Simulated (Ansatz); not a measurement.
PtCCl₂O: do the settings matter for the field gradients?

Cell: an entry of the Crystallography Open Database (COD; perhaps a calculated or model structure) whose atoms were relaxed with PBE, the cell held.

```yaml
crystal:
  lattice:
    - [11.18300, 0.00000, 0.00000]
    - [0.00000, 11.18300, 0.00000]
    - [0.00000, 0.00000, 3.52500]
  atoms:
    - { symbol: Pt, position: [0.38613, 0.10986, 0.00000] }
    - { symbol: Pt, position: [0.89014, 0.38613, 0.50000] }
    - { symbol: Pt, position: [0.61387, 0.89014, 0.00000] }
    - { symbol: Pt, position: [0.10986, 0.61387, 0.50000] }
    - { symbol: C, position: [0.22329, 0.11753, 0.00000] }
    - { symbol: C, position: [0.88247, 0.22329, 0.50000] }
    - { symbol: C, position: [0.77671, 0.88247, 0.00000] }
    - { symbol: C, position: [0.11753, 0.77671, 0.50000] }
    - { symbol: Cl, position: [0.59847, 0.10225, 0.00000] }
    - { symbol: Cl, position: [0.89775, 0.59847, 0.50000] }
    - { symbol: Cl, position: [0.40153, 0.89775, 0.00000] }
    - { symbol: Cl, position: [0.10225, 0.40153, 0.50000] }
    - { symbol: Cl, position: [0.39311, 0.31377, 0.00000] }
    - { symbol: Cl, position: [0.68623, 0.39311, 0.50000] }
    - { symbol: Cl, position: [0.60689, 0.68623, 0.00000] }
    - { symbol: Cl, position: [0.31377, 0.60689, 0.50000] }
    - { symbol: O, position: [0.12075, 0.12423, 0.00000] }
    - { symbol: O, position: [0.87577, 0.12075, 0.50000] }
    - { symbol: O, position: [0.87925, 0.87577, 0.00000] }
    - { symbol: O, position: [0.12423, 0.87925, 0.50000] }
```

Sites (sets of like atoms) are named by element and the number of their first atom in this list.

Reference run. Method: Kohn–Sham DFT in Ansatz, PBE, plane waves and PAW, scalar-relativistic, 420 eV cutoff, Γ-centred 3×3×9 k-points, Fermi–Dirac smearing 0.05 eV.

Question: The input is changed as follows: `basis.ecutwfc`: not typed → 30; `scf.max_iter`: not typed → 50. What happens to V_zz (10²¹ V/m²) and η?

Answer: 

| site | atom | V_zz reference | η reference | V_zz changed | η changed |
| --- | --- | --- | --- | --- | --- |
| Pt | 1 | 9.39 | 0.81 | -26.1 | 0.38 |
| C | 5 | -5.55 | 0.08 | 14.53 | 0.01 |
| Cl9 | 9 | -20.0 | 0.51 | -8.43 | 0.17 |
| Cl13 | 13 | 34.7 | 0.03 | 6.03 | 0.21 |
| O | 17 | -0.76 | 0.90 | 6.63 | 0.00 |

The largest change of V_zz along a kept axis is on Cl13, from 34.7 to 6.03. In per cent, |V_zz| changes by -83 to -58 on Cl (all sites that start above 2, bar those whose gradient vanishes or changes sign or whose main axis turns by over 40°). Where |V_zz| stays above 0.1 and the axes keep their order, η moves most on O, from 0.90 to 0.00. V_zz changes sign on C (same axis), O (same axis). On Pt the largest principal value lies along another axis in the second run, so the two V_zz can't be compared directly. At these positions, which the reference run relaxed to, the changed run has forces up to 200.0 eV/Å, so its atoms aren't at their own equilibrium. Its pressure is -983 GPa, against 1 GPa in the reference run. The gap closes in the changed run, so its gradients also hang on the k-mesh and the smearing. New warnings: cutoff below recommended. The changed input holds a cutoff far too low, so its numbers aren't properties of the crystal.

On the reference run: Spin–orbit coupling is left out, which shifts gradients on Pt by a few per cent, and by more where contributions nearly cancel. The database positions were far from equilibrium, so the relaxed structure may not be the compound's real one.
